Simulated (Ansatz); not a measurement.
**Is this VTe6Mo2 structure a true minimum?**

The cell was found from a structure generator's guess, not taken from experiment.

The calculation used DFT PBE, scalar-relativistic, plane waves, PAW in Ansatz. Cutoff 420 eV; k points 12×12×2 on the computed 9-atom cell (Γ-centred); Gaussian smearing, width 0.01 eV; collinear spin from starting moments 1.1 0.0 0.0 0.0 0.0 0.0 0.0 0.0 0.0 μB.

The cell below (9 atoms, space group P-6m2 (No. 187)) is relaxed within its symmetry.

```
V Te Mo
1.0
     3.57072    0.00000    0.00000
    -1.78536    3.09233    0.00000
     0.00000    0.00000   28.36455
V Te Mo
1 6 2
Cartesian
  0.0000 0.0000 0.0000
  1.7854 1.0308 26.6030
  0.0000 0.0000 18.9708
  0.0000 0.0000 5.7883
  0.0000 0.0000 22.5763
  0.0000 0.0000 9.3937
  1.7854 1.0308 1.7616
  1.7854 1.0308 20.7731
  1.7854 1.0308 7.5915
```

For the test it was strained at random (σ = 1.5 % a component), the atoms were moved at random (σ = 0.10 Å), and all was relaxed again on a coarse 6×6×1 mesh (in the run’s order of axes) with 0.20 eV smearing, with no symmetry imposed.

Weakly bound directions are ill-defined at this level, which has no dispersion term. Spin–orbit coupling, which can matter for Te, is left out. Another magnetic order may lie lower.

Task: Does it come back?

Result: It returns, within 1 meV/atom of the unmoved cell on that mesh and with the same symmetry when read at 0.1 Å (P1 at 0.01 Å, so small strains and shifts remain). So it is stable against the distortions that fit this cell and that this random move excites. Modes that don't fit the cell aren't tested.
